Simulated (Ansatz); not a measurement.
Geometry optimisation in Ansatz: input, command and trajectory.

```yaml
crystal:
  lattice:
    - [6.3071566781, 0.0, 6.29297e-05]
    - [0.0, 3.8601815166, 0.0]
    - [-5.93644e-05, 0.0, 7.4838063533]
  atoms:
    - { symbol: Ta, position: [-0.0198432942, 0.0, -0.0088442796] }
    - { symbol: Ta, position: [0.0305565101, 0.0, 0.4911557027] }
    - { symbol: Ta, position: [0.5305565121, 0.0, 0.2242684618] }
    - { symbol: Ta, position: [0.4801564158, 0.0, 0.7242692212] }
    - { symbol: O, position: [-0.0419678891, 0.5, -0.0432603201] }
    - { symbol: O, position: [0.0526831125, 0.5, 0.4567401317] }
    - { symbol: O, position: [0.5526780065, 0.5, 0.2586878274] }
    - { symbol: O, position: [0.4580364845, 0.5, 0.7586897536] }
    - { symbol: O, position: [0.2553545021, 0.0, 0.1077161297] }
    - { symbol: O, position: [0.8658760808, 0.0, 0.2484885964] }
    - { symbol: O, position: [0.7553600009, 0.0, 0.6077164084] }
    - { symbol: O, position: [0.3658783899, 0.0, 0.4669427006] }
    - { symbol: O, position: [0.1448386423, 0.0, 0.7484885114] }
    - { symbol: O, position: [0.6448375259, 0.0, 0.9669421548] }
basis:
  ecutwfc: 420
kpoints:
  mp_grid: { grid: [6, 8, 4] }
hamiltonian:
  xc: pbesol
scf:
  occupations: { method: gaussian, width: 0.02 }
output:
  forces: true
  stress: true
  eigenvalues: true
  write_density: true
  write_potential: true
  elf: true
  volumetric_format: npy
relax:
  adjacent_minimum: "off"
  f_tol: 0.01
  max_steps: 30
  cell: { stress_tol: 0.1, fix: [volume] }
```

```bash
ansatz run input.yaml --threads 4 --pin off --max-ram 10240MiB --backend cpu --events-out ev --progress --plain --runs-dir out
```

The calculation used DFT PBEsol, scalar-relativistic, plane waves, PAW (Ansatz 0.2.0).

The volume is held at 1.06 times that of the relaxed cell.

Of 8 frames 7 are shown, positions in Å and forces in eV/Å; the SCF threshold varies from step to step. Steps run on the plane waves of an earlier cell, with a Pulay correction in the pressure. The basis is chosen afresh for the last frame, the zero of the energies, and at times for earlier ones too; energy and pressure can step there, also at an unchanged geometry. Where two frames share a geometry here, they differ by under 2 meV/atom and 0.3 GPa.

```xyz
14
Lattice="6.3072 0.0000 0.0001 0.0000 3.8602 0.0000 -0.0001 0.0000 7.4838" Properties=species:S:1:pos:R:3:forces:R:3 pbc="T T T" step=1 free_energy_over_end_meV_per_atom=2.29 pressure_GPa=-11.78
Ta   -0.1252    0.0000   -0.0662    0.1163    0.0000    0.1320
Ta    0.1927    0.0000    3.6757   -0.1163    0.0000    0.1320
Ta    3.3463    0.0000    1.6784   -0.1163    0.0000   -0.1320
Ta    3.0284    0.0000    5.4203    0.1163    0.0000   -0.1320
O    -0.2647    1.9301   -0.3238    0.0819    0.0000    0.1549
O     0.3322    1.9301    3.4182   -0.0819    0.0000    0.1549
O     3.4858    1.9301    1.9360   -0.0819    0.0000   -0.1549
O     2.8888    1.9301    5.6779    0.0819    0.0000   -0.1549
O     1.6106    0.0000    0.8061    0.0000    0.0000    0.0000
O     5.4612    0.0000    1.8597   -0.0137    0.0000   -0.0877
O     4.7641    0.0000    4.5481    0.0000    0.0000    0.0000
O     2.3076    0.0000    3.4945   -0.0137    0.0000    0.0877
O     0.9135    0.0000    5.6015    0.0137    0.0000   -0.0877
O     4.0670    0.0000    7.2364    0.0137    0.0000    0.0877
14
Lattice="6.3007 0.0000 0.0001 0.0000 3.8548 0.0000 -0.0001 0.0000 7.5019" Properties=species:S:1:pos:R:3:forces:R:3 pbc="T T T" step=2 free_energy_over_end_meV_per_atom=0.63 pressure_GPa=-10.72
Ta   -0.1214    0.0000   -0.0536    0.0444    0.0000    0.1115
Ta    0.1889    0.0000    3.6974   -0.0444    0.0000    0.1115
Ta    3.3392    0.0000    1.6697   -0.0444    0.0000   -0.1115
Ta    3.0289    0.0000    5.4207    0.0444    0.0000   -0.1115
O    -0.2510    1.9274   -0.2918    0.0334    0.0000    0.0334
O     0.3185    1.9274    3.4591   -0.0334    0.0000    0.0334
O     3.4689    1.9274    1.9080   -0.0334    0.0000   -0.0334
O     2.8993    1.9274    5.6589    0.0334    0.0000   -0.0334
O     1.6089    0.0000    0.8081    0.0000    0.0000    0.0000
O     5.4549    0.0000    1.8698    0.0122    0.0000   -0.0683
O     4.7592    0.0000    4.5590    0.0000    0.0000    0.0000
O     2.3045    0.0000    3.4974    0.0122    0.0000    0.0683
O     0.9133    0.0000    5.6207   -0.0122    0.0000   -0.0683
O     4.0636    0.0000    7.2483   -0.0122    0.0000    0.0683
14
Lattice="6.2973 0.0000 0.0001 0.0000 3.8573 0.0000 -0.0001 0.0000 7.5011" Properties=species:S:1:pos:R:3:forces:R:3 pbc="T T T" step=3 free_energy_over_end_meV_per_atom=0.33 pressure_GPa=-10.15
Ta   -0.1187    0.0000   -0.0443   -0.0414    0.0000    0.0490
Ta    0.1861    0.0000    3.7062    0.0414    0.0000    0.0490
Ta    3.3348    0.0000    1.6603    0.0414    0.0000   -0.0490
Ta    3.0299    0.0000    5.4109   -0.0414    0.0000   -0.0490
O    -0.2381    1.9287   -0.2754   -0.0047    0.0000   -0.0061
O     0.3055    1.9287    3.4752    0.0047    0.0000   -0.0061
O     3.4542    1.9287    1.8914    0.0047    0.0000    0.0061
O     2.9105    1.9287    5.6419   -0.0047    0.0000    0.0061
O     1.6080    0.0000    0.8080    0.0000    0.0000    0.0000
O     5.4514    0.0000    1.8717    0.0127    0.0000   -0.0430
O     4.7567    0.0000    4.5586    0.0000    0.0000    0.0000
O     2.3028    0.0000    3.4948    0.0127    0.0000    0.0430
O     0.9133    0.0000    5.6223   -0.0127    0.0000   -0.0430
O     4.0619    0.0000    7.2454   -0.0127    0.0000    0.0430
14
Lattice="6.2944 0.0000 0.0001 0.0000 3.8566 0.0000 -0.0001 0.0000 7.5060" Properties=species:S:1:pos:R:3:forces:R:3 pbc="T T T" step=4 free_energy_over_end_meV_per_atom=0.28 pressure_GPa=-10.09
Ta   -0.1235    0.0000   -0.0389    0.0479    0.0000    0.0482
Ta    0.1909    0.0000    3.7141   -0.0479    0.0000    0.0482
Ta    3.3382    0.0000    1.6559   -0.0479    0.0000   -0.0482
Ta    3.0236    0.0000    5.4089    0.0479    0.0000   -0.0482
O    -0.2374    1.9283   -0.2747   -0.0125    0.0000   -0.0069
O     0.3048    1.9283    3.4783    0.0125    0.0000   -0.0069
O     3.4520    1.9283    1.8918    0.0125    0.0000    0.0069
O     2.9097    1.9283    5.6447   -0.0125    0.0000    0.0069
O     1.6073    0.0000    0.8085    0.0000    0.0000    0.0000
O     5.4502    0.0000    1.8740    0.0063    0.0000   -0.0712
O     4.7545    0.0000    4.5615    0.0000    0.0000    0.0000
O     2.3030    0.0000    3.4961    0.0063    0.0000    0.0712
O     0.9116    0.0000    5.6269   -0.0063    0.0000   -0.0712
O     4.0588    0.0000    7.2491   -0.0063    0.0000    0.0712
14
Lattice="6.2987 0.0000 0.0001 0.0000 3.8538 0.0000 -0.0001 0.0000 7.5062" Properties=species:S:1:pos:R:3:forces:R:3 pbc="T T T" step=5 free_energy_over_end_meV_per_atom=0.18 pressure_GPa=-9.98
Ta   -0.1243    0.0000   -0.0361    0.0477    0.0000    0.0490
Ta    0.1918    0.0000    3.7170   -0.0477    0.0000    0.0490
Ta    3.3412    0.0000    1.6532   -0.0477    0.0000   -0.0490
Ta    3.0250    0.0000    5.4063    0.0477    0.0000   -0.0490
O    -0.2368    1.9269   -0.2766   -0.0134    0.0000   -0.0194
O     0.3042    1.9269    3.4765    0.0134    0.0000   -0.0194
O     3.4536    1.9269    1.8937    0.0134    0.0000    0.0194
O     2.9125    1.9269    5.6468   -0.0134    0.0000    0.0194
O     1.6084    0.0000    0.8085    0.0000    0.0000    0.0000
O     5.4538    0.0000    1.8699    0.0156    0.0000   -0.0203
O     4.7578    0.0000    4.5617    0.0000    0.0000    0.0000
O     2.3044    0.0000    3.5004    0.0156    0.0000    0.0203
O     0.9123    0.0000    5.6230   -0.0156    0.0000   -0.0203
O     4.0617    0.0000    7.2535   -0.0156    0.0000    0.0203
14
Lattice="6.3141 0.0000 0.0001 0.0000 3.8432 0.0000 -0.0001 0.0000 7.5086" Properties=species:S:1:pos:R:3:forces:R:3 pbc="T T T" step=6 free_energy_over_end_meV_per_atom=0.03 pressure_GPa=-9.71
Ta   -0.1259    0.0000   -0.0194   -0.0107    0.0000   -0.0044
Ta    0.1935    0.0000    3.7349    0.0107    0.0000   -0.0044
Ta    3.3506    0.0000    1.6370    0.0107    0.0000    0.0044
Ta    3.0311    0.0000    5.3913   -0.0107    0.0000    0.0044
O    -0.2414    1.9216   -0.2868   -0.0011    0.0000    0.0096
O     0.3090    1.9216    3.4675    0.0011    0.0000    0.0096
O     3.4660    1.9216    1.9044    0.0011    0.0000   -0.0096
O     2.9156    1.9216    5.6586   -0.0011    0.0000   -0.0096
O     1.6123    0.0000    0.8088    0.0000    0.0000    0.0000
O     5.4693    0.0000    1.8674    0.0143    0.0000   -0.0038
O     4.7693    0.0000    4.5631    0.0000    0.0000    0.0000
O     2.3123    0.0000    3.5045    0.0143    0.0000    0.0038
O     0.9123    0.0000    5.6217   -0.0143    0.0000   -0.0038
O     4.0693    0.0000    7.2588   -0.0143    0.0000    0.0038
14
Lattice="6.3129 0.0000 0.0001 0.0000 3.8445 0.0000 -0.0001 0.0000 7.5076" Properties=species:S:1:pos:R:3:forces:R:3 pbc="T T T" step=8 free_energy_over_end_meV_per_atom=0.00 pressure_GPa=-9.70
Ta   -0.1261    0.0000   -0.0201   -0.0002    0.0000   -0.0003
Ta    0.1937    0.0000    3.7337    0.0002    0.0000   -0.0003
Ta    3.3501    0.0000    1.6375    0.0002    0.0000    0.0003
Ta    3.0303    0.0000    5.3913   -0.0002    0.0000    0.0003
O    -0.2421    1.9222   -0.2839   -0.0004    0.0000    0.0011
O     0.3098    1.9222    3.4700    0.0004    0.0000    0.0011
O     3.4662    1.9222    1.9012    0.0004    0.0000   -0.0011
O     2.9142    1.9222    5.6550   -0.0004    0.0000   -0.0011
O     1.6120    0.0000    0.8087    0.0000    0.0000    0.0000
O     5.4692    0.0000    1.8677    0.0044    0.0000   -0.0015
O     4.7684    0.0000    4.5625    0.0000    0.0000    0.0000
O     2.3128    0.0000    3.5035    0.0044    0.0000    0.0015
O     0.9112    0.0000    5.6215   -0.0044    0.0000   -0.0015
O     4.0676    0.0000    7.2573   -0.0044    0.0000    0.0015
```

It took 63 s on 4 threads of Oxide Virtual Turin-like Processor (Zen 5) (shared host), peak memory 1 GiB.

Spin–orbit coupling is left out, which can shift energies with elements as heavy as these.